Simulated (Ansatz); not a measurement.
# Calculated core-level photoemission for HfO2

Cell: a computed structure from the Materials Project (it need not be an observed phase), atoms as given, repeated to a supercell; a hole's nearest image is 7.1 Å away.

```cif
data_HfO2
_symmetry_space_group_name_H-M 'P4_2/nmc:1'
_symmetry_Int_Tables_number 137
_cell_length_a 3.5580
_cell_length_b 3.5580
_cell_length_c 5.1719
_cell_angle_alpha 90.000
_cell_angle_beta 90.000
_cell_angle_gamma 90.000
loop_
_atom_site_label
_atom_site_type_symbol
_atom_site_symmetry_multiplicity
_atom_site_Wyckoff_symbol
_atom_site_fract_x
_atom_site_fract_y
_atom_site_fract_z
Hf1 Hf 2 a 0.5000 0.5000 0.5000
O9 O 4 d 0.0000 0.5000 0.6972
```

One atom of each set is listed; the run and its k-mesh use a cell of 24 atoms with edges of 7.22, 7.22, 7.22 Å.

Computed with Ansatz: DFT, PBE, plane waves and PAW, scalar-relativistic, 420 eV cutoff, Γ-centred 4×4×4 k-points, fixed occupations.

Each value is a total-energy difference between the cell with one core hole and the ground state (ΔSCF), counted from the top of the valence band. The cell with the hole is spin-polarised, as the shell with the hole is left with one unpaired spin. The periodic images are corrected with the calculated ε∞ = 5.23, 5.23, 4.72.

Q: What binding energies does the calculation give for Hf 4f, O 1s?

A: 

```
 line  atom          first shell  E_B (eV)  j = l + ½ / j = l − ½ (eV)
Hf 4f     1   8 O at 2.05–2.37 Å      15.2                 14.5 / 16.2
 O 1s     9  4 Hf at 2.05–2.37 Å     527.2                           –
```

For p, d and f shells E_B is the weighted mean of the two lines, whose splitting comes from the free atom's Dirac orbitals.

The program doubts some values: the potential far from the hole hasn't levelled off. Absolute PBE values can be off by an eV or more, and the 3d and 4f lines of heavy atoms by several eV. Multiplets, satellites and widths aren't calculated.

The cell isn't at the calculated equilibrium (pressure 10 GPa in the ground-state run).
